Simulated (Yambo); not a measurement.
**Convergence of the G0W0 gap of BeTe**

G0W0@PBE for BeTe (zinc blende, space group F-43m, No. 216) in Yambo. Reference settings: 4×4×4 Γ-centred k mesh, bands 6 to 200 and a 15 Ry block in the screening, 200 bands in G with the Bruneval-Gonze terminator, plasmon pole fitted at 27.2 eV. The PBE gap Γ → X on this mesh is 1.96 eV; G0W0 gaps are taken between the same points.

```tsv
change from the reference	G0W0 gap Γ → X (eV)	shift of the valence edge (eV)	rough Yambo cost
reference settings	2.83	-0.87	1
67 bands in W, 67 bands in G	2.75	-0.67	about 1/3
153 bands in W, 153 bands in G	2.82	-0.84	within a factor of two
125 bands in G	2.84	-0.88	–
exchange cut at 40 Ry	2.75	-0.74	–
exchange cut at 20 Ry	2.60	-0.46	–
41 bands in W, 41 bands in G, 9 Ry block	2.68	-0.45	about 1/8
67 bands in W, 67 bands in G, 3 Ry block	2.53	-0.45	about 1/6
107 bands in W, 107 bands in G, 3 Ry block	2.54	-0.50	about 1/4
153 bands in W, 153 bands in G, 6 Ry block	2.69	-0.68	about 1/2
107 bands in W, 107 bands in G, 12 Ry block	2.78	-0.77	about 1/2
6 Ry block	2.69	-0.69	within a factor of two
pole fitted at 15 eV	2.77	-0.74	–
6×6×6 mesh	2.85	-0.90	about 6×
no terminator	2.80	-0.82	–
```

The reference isn't shown to be the converged limit. Costs are rough (shared machines), scaled to the same edge states, and given only for runs that recompute the screening.

Without spin-orbit coupling, band edges of such heavy elements can be off by tenths of an eV.

Geometry relaxed with PBEsol; primitive cell a = b = c = 3.965 Å, α = β = γ = 60.00°.

A shift is the quasiparticle energy of the state minus its PBE energy.

The potentials are those of PseudoDojo's stringent table.
